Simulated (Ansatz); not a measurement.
Starting cell, AlN (wurtzite):

```yaml
crystal:
  lattice:
    - [3.13030, 0.00000, 0.00000]
    - [-1.56515, 2.71092, 0.00000]
    - [0.00000, 0.00000, 10.03603]
  atoms:
    - { symbol: Al, position: [0.66667, 0.33333, 0.00169] }
    - { symbol: Al, position: [0.66667, 0.33333, 0.50169] }
    - { symbol: Al, position: [0.33333, 0.66667, 0.25169] }
    - { symbol: Al, position: [0.33333, 0.66667, 0.75169] }
    - { symbol: N, position: [0.66667, 0.33333, 0.31091] }
    - { symbol: N, position: [0.66667, 0.33333, 0.81091] }
    - { symbol: N, position: [0.33333, 0.66667, 0.06091] }
    - { symbol: N, position: [0.33333, 0.66667, 0.56091] }
```

The atoms are displaced by Q × the pattern below (from a DFPT mode at A = (0.0, 0.0, 0.5), largest move 1; Q in Å), at fixed cell. It is one choice among 4 degenerate patterns. (q is in reciprocal vectors of the primitive cell; the cell shown is doubled to hold the pattern.)

```csv
atom,x,y,z
Al1,0.000,0.044,0.000
Al2,0.000,-0.044,0.000
Al3,0.000,0.499,0.000
Al4,0.000,-0.499,0.000
N5,0.000,-1.000,0.000
N6,0.000,1.000,0.000
N7,0.000,-0.195,0.000
N8,0.000,0.195,0.000
```

The numbers are results of PBE (plane waves to 420 eV, PAW, scalar-relativistic; Ansatz, a program for electronic structure), not measurements. k mesh 12×12×4 (Γ-centred), Fermi-Dirac smearing 0.05 eV. AlN was relaxed with its symmetry unable to fall. 

```json
[
 {"Q (Å)": "-0.180", "−dE/dQ from forces (eV/Å)": "13.206"},
 {"Q (Å)": "-0.150", "−dE/dQ from forces (eV/Å)": "10.570"},
 {"Q (Å)": "-0.120", "−dE/dQ from forces (eV/Å)": "8.182"},
 {"Q (Å)": "-0.090", "−dE/dQ from forces (eV/Å)": "5.981"},
 {"Q (Å)": "-0.060", "−dE/dQ from forces (eV/Å)": "3.916"},
 {"Q (Å)": "-0.030", "−dE/dQ from forces (eV/Å)": "1.937"},
 {"Q (Å)": "0.000", "−dE/dQ from forces (eV/Å)": "0.000"},
 {"Q (Å)": "0.030", "−dE/dQ from forces (eV/Å)": "-1.937"},
 {"Q (Å)": "0.060", "−dE/dQ from forces (eV/Å)": "-3.916"},
 {"Q (Å)": "0.090", "−dE/dQ from forces (eV/Å)": "-5.981"},
 {"Q (Å)": "0.120", "−dE/dQ from forces (eV/Å)": "-8.182"},
 {"Q (Å)": "0.150", "−dE/dQ from forces (eV/Å)": "-10.570"},
 {"Q (Å)": "0.180", "−dE/dQ from forces (eV/Å)": "-13.206"}
]
```

What harmonic wavenumber does the curvature at Q = 0 give?

640 cm⁻¹. E″ = 64.32 eV/Å², M = Σ mᵢ|uᵢ|² = 42.6 u, ν̃ = 521.5·√(|E″|/M).

(For displaced atoms, the force is minus the slope of the energy, and its curvature is a force constant, which sets phonon frequencies.)
